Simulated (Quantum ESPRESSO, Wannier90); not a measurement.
Wannier functions of MoS₂ (R3m)

```
MoS2
1.0
   -1.59215     2.75768     0.00000
   -3.18430     0.00000     0.00000
   -1.59215     0.91923     6.48210
Mo S
1 2
Direct
  0.00022   0.00022   0.99934
  0.58706   0.58706   0.23881
  0.74670   0.74670   0.75991
```

Structure: Materials Project mp-1434, symmetrised, not relaxed again. COD (Crystallography Open Database) has the formula in 3 space groups, this one among them (matched by group alone). Method: PBEsol plane waves in Quantum ESPRESSO 7.5 (PseudoDojo norm-conserving files, 64 Ry, no spin polarisation, no spin-orbit coupling), Bloch states on a 12×12×12 mesh through Γ, Wannier90 4.0.1. Density: 12×12×12 mesh, cold smearing 0.01 Ry. The cell is built of weakly bound layers, chains or molecules, whose nearest atoms lie 3.85 Å apart. Database cells relaxed without dispersion often hold them too far apart, which can enlarge gaps and weakens couplings between them; spacing and stacking were not compared with the measured crystal.

postw90 (berry_task = kubo; independent particles, width 0.1 eV, no gap correction, excitons or local fields) prints σ_xx for one spin direction:

```csv
ħω (eV),Re σ (S/cm),Im σ (S/cm)
0.10,0,-86
2.05,976,-2610
2.85,6540,-1170
```

### Question
Work out the dielectric function, refractive index, reflectivity and absorption coefficient at these energies.

### Answer
ε = 1 + iσ/(ε0 ω), so ε₂ = Re σ/(ε0 ω) and ε₁ = 1 − Im σ/(ε0 ω); ε0 ω = 134.5 S/cm × ħω in eV, and σ is doubled for both spins.
- 0.10 eV: ε₁ = 13.8, ε₂ = 0.0; n + ik = √ε = 3.71 + 0.00i; R = 33 %
- 2.05 eV: ε₁ = 19.9, ε₂ = 7.1; n + ik = √ε = 4.53 + 0.78i; R = 42 %; α = 2ωk/c = 160000 cm⁻¹
- 2.85 eV: ε₁ = 7.1, ε₂ = 34.1; n + ik = √ε = 4.58 + 3.72i; R = 59 %; α = 2ωk/c = 1100000 cm⁻¹
The model holds its own bands alone, so ε₁ lacks the part of higher transitions, and near sharp peaks it hangs on the broadening.
